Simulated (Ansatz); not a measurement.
Nb3Sn (A15 (Cr3Si type), Pm-3n) under volume change, the program Ansatz at the PBE level (PAW), scaled uniformly.

```csv
V (Å³/atom),E − E(relaxed) (meV/atom),P (GPa)
17.116,90.8,18.63
17.680,38.2,11.43
18.245,9.0,5.27
18.809,0.0,0.00
19.373,8.1,-4.51
19.937,31.0,-8.36
20.502,66.4,-11.65
```

Task: What does a third-order Birch–Murnaghan fit give for V₀, B₀ and B′?

Result: V₀ = 18.81 Å³/atom, B₀ = 162 GPa, B′ = 4.2.

The PBE relaxation kept the symmetry of its start. No spin polarisation was allowed. Scalar-relativistic: spin–orbit coupling is off unless named, which matters more the heavier the elements.

Potentials: the earlier of the program's two PAW sets.
